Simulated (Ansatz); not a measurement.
AgI (rock salt, Fm-3m), LDA (plane waves, PAW; program Ansatz), all energies at zero smearing, with the estimated change up to a 700 eV cutoff added, with one set of potentials and settings (totals compare only within such a set). Cell of 2 atoms (1 Ag, 1 I): -14814.367 eV.

```json
[
 {"element": "Ag", "reference phase": "P6_3/mmc, 4 atoms in the cell", "E (eV/atom)": "-7458.1984"},
 {"element": "I", "reference phase": "Cmce, 4 atoms in the cell", "E (eV/atom)": "-7355.9427"}
]
```

Formation energy per atom, worked out: (-14814.367 − 1×(-7458.1984) − 1×(-7355.9427))/2 = -0.113 eV/atom (-11 kJ per mol of atoms), at 0 K, without zero-point energy or fitted corrections.

This is a known high-pressure phase of the composition, computed here at zero pressure and temperature. The LDA relaxation kept the symmetry of its start; phonons show weakly imaginary modes. No spin polarisation was allowed. The references are the lowest solids computed at this level, not always the standard phases. Spin–orbit coupling is left out wherever it is not named.

Potentials: the earlier of the program's two PAW sets. The files were generated under PBE; for other functionals the program regenerates the frozen cores, and for LDA and PBEsol the local potential too.
